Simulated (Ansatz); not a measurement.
Method: DFT PBE, scalar-relativistic, plane waves, PAW in Ansatz. All cells share a 420 eV cutoff and Γ-centred k meshes spaced at most about 0.3 Å⁻¹ (about 0.25 or finer for metals, 2π included). No spin polarisation in the final relaxations.

These are static total energies at zero pressure. All come from trial cells, and lower structures may exist.

Task: Order these relaxed structures of InB2As3 by energy, lowest first, with the energy over the lowest of them.
1. Space group P-3m1 (No. 164), trigonal, a = 3.338 Å, c = 11.851 Å. In has 2 As at 3.17 Å, 6 B at 3.27 Å and 6 In at 3.34 Å; B has 3 As at 2.00 Å and 3 In at 3.27 Å; As on a site of symmetry -3m is surrounded by 2 As at 2.75 Å; As on a site of symmetry 3m has 3 B at 2.00 Å, 1 As at 2.75 Å and 1 In at 3.17 Å.
2. Space group P4/mmm (No. 123), tetragonal, a = 3.450 Å, c = 8.619 Å. Around In lie 8 B at 2.57 Å and 2 As at 2.82 Å; B is surrounded by 1 B at 1.60 Å, 4 In at 2.57 Å, 4 As at 3.17 Å, 4 B at 3.45 Å and 1 As at 3.51 Å; around As on a site of symmetry 4mm lie 1 In at 2.82 Å, 5 As at 2.86–2.98 Å, 4 B at 3.17 Å and 4 As at 3.45 Å; As on a site of symmetry 4/mmm has 8 As at 2.86 Å, 4 As at 3.45 Å and 2 B at 3.51 Å.
3. Space group P6/mmm (No. 191), hexagonal, a = 5.399 Å, c = 5.804 Å. In is surrounded by 2 B at 2.12 Å; B has 1 B at 1.57 Å, 1 In at 2.12 Å and 6 As at 2.81 Å; As has 4 As at 2.70 Å and 4 B at 2.81 Å.
4. Space group Cmmm (No. 65), orthorhombic, a = 6.030 Å, b = 12.566 Å, c = 3.117 Å. In has 2 As at 3.01 Å, 2 In at 3.12 Å, 4 As at 3.29 Å and 8 B at 3.68 Å; B is surrounded by 1 As at 1.97 Å, 2 As at 2.10 Å, 1 B at 2.83 Å, 2 B at 3.12 Å, 2 As at 3.36 Å, 4 In at 3.68 Å and 2 As at 3.69 Å; As on a site of symmetry m2m has 1 B at 1.97 Å, 4 As at 3.05–3.12 Å and 2 In at 3.29 Å; As on a site of symmetry mmm has 4 B at 2.10 Å and 2 In at 3.01 Å.

Result: 1 (0 meV/atom), 4 (273 meV/atom), 3 (550 meV/atom), 2 (592 meV/atom). Forms: 1 P-3m1; 4 Cmmm; 3 P6/mmm; 2 P4/mmm. Cell 3 holds B–B pairs (shortest 1.57 Å); cell 2 holds B–B pairs (shortest 1.60 Å) (bonds between like non-metal atoms; other contacts aren't counted). Even the lowest lies +0.42 eV/atom against the elements.

Weakly bound directions are ill-defined at this level, which has no dispersion term (P6/mmm), and this can change margins and order among such cells. Cells relaxed within their symmetry can be saddle points. Some candidate types were left out of the draw beforehand, so a known form may be missing.
